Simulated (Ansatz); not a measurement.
PbF2 (started from an entry of an open crystallographic database), relaxed with r2SCAN+rVV10, was run in Ansatz under altered settings. All numbers are computed, without spin polarisation but where a row says otherwise.

```xyz
3
Lattice="0.0000 2.9458 2.9458 2.9458 0.0000 2.9458 2.9458 2.9458 0.0000" Properties=species:S:1:pos:R:3 pbc="T T T"
Pb    0.0000    0.0000    0.0000
F     1.4729    1.4729    1.4729
F     4.4187    4.4187    4.4187
```

The base run's other keys:
```yaml
kpoints:
  mp_grid: { grid: [4, 4, 4] }
hamiltonian:
  xc: hse06
scf:
  occupations: { method: fixed }
  n_extra_bands: 4
```

It takes 13 iterations with 965 plane waves at 420 eV and 8 k points, and leaves a mean stress of +2.38 GPa. The gap over this mesh is 5.714 eV. It ran on 4 threads of Arm Neoverse N1 (shared host).

Outcomes, with energy and stress as changes against the base:

| setting | outcome | ΔF (meV/atom) | Δ mean stress (GPa) | gap on the mesh (eV) | iterations | wall time |
| --- | --- | --- | --- | --- | --- | --- |
| hamiltonian.xc: cam_b3lyp | converged | – | 0.0 | 8.659 | 12 | 11 s |
| PBE hybrid, exx coeff 1.0, omega 0.3 1/Å | converged | – | -3.9 | 8.641 | 19 | 12 s |
| PBE hybrid, exx coeff 0.35, omega 0.1 1/Å | converged | – | -0.7 | 6.735 | 12 | 9.1 s |
| PBE hybrid, exx coeff 0.15, omega 0.1 1/Å | converged | – | +0.7 | 5.399 | 12 | 8.6 s |
| scf.mixing.preconditioner: kerker | converged | 0.0 | 0.0 | 5.713 | 13 | 8.8 s |

A dash marks a value that wasn't obtained or can't be compared. Stress is positive in compression. The base took 8.9 s.

- hamiltonian.xc: cam_b3lyp. The mean stress moves by 0.0 GPa and the gap on the mesh by +2.945 eV (to 8.659). It's another functional on the same cell, so totals aren't comparable.
- PBE hybrid, exx coeff 1.0, omega 0.3 1/Å. That is 100 % exact exchange, screened with ω = 0.3 1/Å, against HSE06's 25 % screened at 0.208 1/Å. The mean stress moves by -3.9 GPa and the gap on the mesh by +2.928 eV (to 8.641). Totals of different functionals aren't comparable.
- PBE hybrid, exx coeff 0.35, omega 0.1 1/Å. That is 35 % exact exchange, screened with ω = 0.1 1/Å, against HSE06's 25 % screened at 0.208 1/Å. The mean stress moves by -0.7 GPa and the gap on the mesh by +1.022 eV (to 6.735). Totals of different functionals aren't comparable. The program warns that on this mesh the truncation of the exchange isn't bounded, so part of the change can be an error of the mesh.
- PBE hybrid, exx coeff 0.15, omega 0.1 1/Å. That is 15 % exact exchange, screened with ω = 0.1 1/Å, against HSE06's 25 % screened at 0.208 1/Å. The mean stress moves by +0.7 GPa and the gap on the mesh by -0.315 eV (to 5.399). Totals of different functionals aren't comparable. The program warns that on this mesh the truncation of the exchange isn't bounded, so part of the change can be an error of the mesh.

Within 1 meV an atom, 0.1 GPa and 0.005 eV of the base stay: scf.mixing.preconditioner: kerker.

No spin-orbit coupling is included; it can move band edges with weight on the heavy atoms by tenths of an eV.

The program warns that its thresholds are loose for a hybrid's stress.

The meshes of the hybrids are coarse, so their gaps aren't converged to the digits shown.
